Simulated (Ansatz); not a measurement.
The relaxed structure here is a generated cell of ZrO2: the first start was made by placing the elements on the sites of a structure type, and the end was not matched to a known phase here, so it may be hypothetical. Known forms of ZrO2 include space group No. 14, 137, 225.

A relaxed structure of ZrO₂. Space group P2₁/m (No. 11). All values below come from PBEsol (plane waves to 420 eV, PAW, scalar-relativistic; Ansatz, a program for electronic structure).

```cif
data_O4Zr2
_chemical_formula_sum 'Zr2 O4'
_space_group_name_H-M_alt 'P21/m'
_space_group_IT_number 11
_space_group_name_Hall '-P 2yb'
_cell_length_a 3.84441
_cell_length_b 3.46588
_cell_length_c 5.41242
_cell_angle_alpha 90.000
_cell_angle_beta 104.326
_cell_angle_gamma 90.000
loop_
_atom_site_label
_atom_site_type_symbol
_atom_site_symmetry_multiplicity
_atom_site_Wyckoff_symbol
_atom_site_fract_x
_atom_site_fract_y
_atom_site_fract_z
_atom_site_occupancy
Zr1 Zr 2 e 0.33302 0.25000 0.23053 1
O1 O 2 e 0.26400 0.75000 0.42064 1
O2 O 2 e 0.76450 0.25000 0.06320 1
```

**Question.** Estimate the band gap that PBEsol returns for this input.

**Answer.** 4.24 eV, direct at Γ (no spin-orbit coupling).

No spin polarisation in the result.

It was reached from a disturbed copy of a R3m (No. 160) cell, against which it lies -785 meV/atom.
